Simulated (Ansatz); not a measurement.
## What DFT gives for CsCdCl3

```
CELL_PARAMETERS angstrom
3.77510 6.53866 0.00000
-3.77510 6.53866 0.00000
0.00000 0.00000 6.58679
ATOMIC_POSITIONS crystal
Cs 0.33330 0.33340 0.63360
Cs 0.66660 0.66670 0.13360
Cd 0.00000 0.00000 0.37840
Cd 0.00000 0.00000 0.87840
Cl 0.33195 0.83403 0.63210
Cl 0.16597 0.16598 0.13210
Cl 0.83403 0.33195 0.63210
Cl 0.66805 0.16597 0.13210
Cl 0.83403 0.83403 0.63210
Cl 0.16598 0.66805 0.13210
```

Level: r2SCAN, no spin polarisation; 500 eV; 4×4×4 Γ-centred mesh; gaussian occupations (width 0.0422 eV); Ansatz 0.2.0, fixed geometry.

- Forces: The largest is on Cl9 (and as large on other atoms): 0.61 eV/Å, components (0.00, 0.60, -0.02). It makes 38° with the line to a nearest neighbour, Cd4 at 2.71 Å, pointing towards it.
- Stress: The pressure is -2.3 GPa (compression positive), so with the atoms held at these fractions the cell would first shrink.
- Band edges: Within 0.7 eV of the edges, the states project mainly on Cl p (97 %) below the gap and on Cd s (52 %) and Cl p (27 %) above it.
- Electronic structure: The gap is 4.01 eV, direct at the points sampled. A semilocal functional usually gives too small a gap.

Origin: a known structure type with other elements, at an estimated volume, so it need not be a known compound.
